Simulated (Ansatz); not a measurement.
Starting cell, ZnAu (CsCl type):

```
ZnAu
1.0
    6.19172     0.00000     0.00000
    0.00000     3.09586     0.00000
    0.00000     0.00000     3.09586
Zn Au
2 2
Direct
  0.25000   0.50000   0.50000
  0.75000   0.50000   0.50000
  0.00000   0.00000   0.00000
  0.50000   0.00000   0.00000
```

The atoms are displaced by Q × the pattern below (from a DFPT mode at X = (0.5, 0.0, 0.0), largest move 1; Q in Å), at fixed cell. It is one choice among 2 degenerate patterns. (q is in reciprocal vectors of the primitive cell; the cell shown is doubled to hold the pattern.)

```tsv
atom	x	y	z
Au3	0.000	0.000	-1.000
Au4	0.000	0.000	1.000
```

Atoms not listed stay in place.

Method: LDA (plane waves to 420 eV, PAW, scalar-relativistic; Ansatz, a program for electronic structure). k mesh 8×15×15 (Γ-centred), Fermi-Dirac smearing 0.05 eV. The energy includes the smearing's −TS. Compression counts positive. With partly filled bands, energies and forces of such displacements shift with the k mesh and the smearing. Spin-orbit coupling is left out, though Au is heavy. ZnAu was relaxed with its symmetry unable to fall. ΔE is measured from the undisplaced structure.

```csv
Q (Å),P (GPa),−dE/dQ from forces (eV/Å),ΔE (eV/cell)
-0.100,0.5,0.526,0.0259
-0.083,0.3,0.434,(withheld)
-0.067,0.2,0.344,(withheld)
-0.050,0.1,0.256,0.0064
-0.033,0.0,0.170,0.0028
-0.017,0.0,0.085,0.0007
0.000,-0.1,0.000,0.0000
0.017,0.0,-0.085,0.0007
0.033,0.0,-0.170,0.0028
0.050,0.1,-0.256,0.0064
0.067,0.2,-0.344,(withheld)
0.083,0.3,-0.434,(withheld)
0.100,0.5,-0.526,0.0259
```

Question: Some entries are withheld; supply them.

Answer: 
- -0.083, ΔE (eV/cell): 0.0179
- -0.067, ΔE (eV/cell): 0.0114
- 0.067, ΔE (eV/cell): 0.0114
- 0.083, ΔE (eV/cell): 0.0179

(For displaced atoms, the force is minus the slope of the energy, and its curvature is a force constant, which sets phonon frequencies.)
